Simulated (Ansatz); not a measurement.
Relaxed-ion elastic tensor of KCaF₃ (cubic perovskite, space group No. 221) in GPa (Voigt order), plane-wave PAW r²SCAN (Ansatz code); density 2.63 g/cm³, 17.22 Å³ per atom.

```json
[
 {"": "1", "1": "126", "2": "19.3", "3": "19.3", "4": "0.0", "5": "0.0", "6": "0.0"},
 {"": "2", "1": "19.3", "2": "126", "3": "19.3", "4": "0.0", "5": "0.0", "6": "0.0"},
 {"": "3", "1": "19.3", "2": "19.3", "3": "126", "4": "0.0", "5": "0.0", "6": "0.0"},
 {"": "4", "1": "0.0", "2": "0.0", "3": "0.0", "4": "17.7", "5": "0.0", "6": "0.0"},
 {"": "5", "1": "0.0", "2": "0.0", "3": "0.0", "4": "0.0", "5": "17.7", "6": "0.0"},
 {"": "6", "1": "0.0", "2": "0.0", "3": "0.0", "4": "0.0", "5": "0.0", "6": "17.7"}
]
```

Is the crystal mechanically stable?

Yes: the smallest eigenvalue of C is 17.7 GPa.

Work out the Voigt, Reuss and Hill averages.

K_V = 54.8, K_R = 54.8, K_H = 54.8; G_V = 31.9, G_R = 24.1, G_H = 28.0 GPa.

Give Young's modulus, Poisson's ratio, Pugh's ratio and the universal anisotropy index.

E = 9KG/(3K + G) = 71.8 GPa; ν = 0.28; K/G = 1.96 (ductile by the Pugh limit of 1.75); A_U = 5G_V/G_R + K_V/K_R − 6 = 1.62.

Estimate the sound speeds and the Debye temperature.

v_l = √((K + 4G/3)/ρ) = 5930 m/s, v_t = √(G/ρ) = 3270 m/s, mean 3640 m/s; Θ = (h/k)(3n/4πV)^(1/3) v_m = 420 K.

Give the Zener ratio and Young's modulus along [100], [110] and [111].

A = 2C44/(C11 − C12) = 0.33; 1/E = S11 − 2(S11 − S12 − S44/2)Γ with Γ = 0, 1/4, 1/3 gives 121, 56.4, 47.9 GPa.

Space group Pm-3m (cubic perovskite). The workflow started from a Materials Project entry (that database holds measured and hypothetical structures alike); the Crystallography Open Database copy checked does not list it. Its standing as an ambient phase is unchecked. Symmetry was held in the r²SCAN relaxation; of distortions, only those at the zone centre were tested, and some modes there are weakly imaginary.

Potentials: the later of the program's two PAW sets.
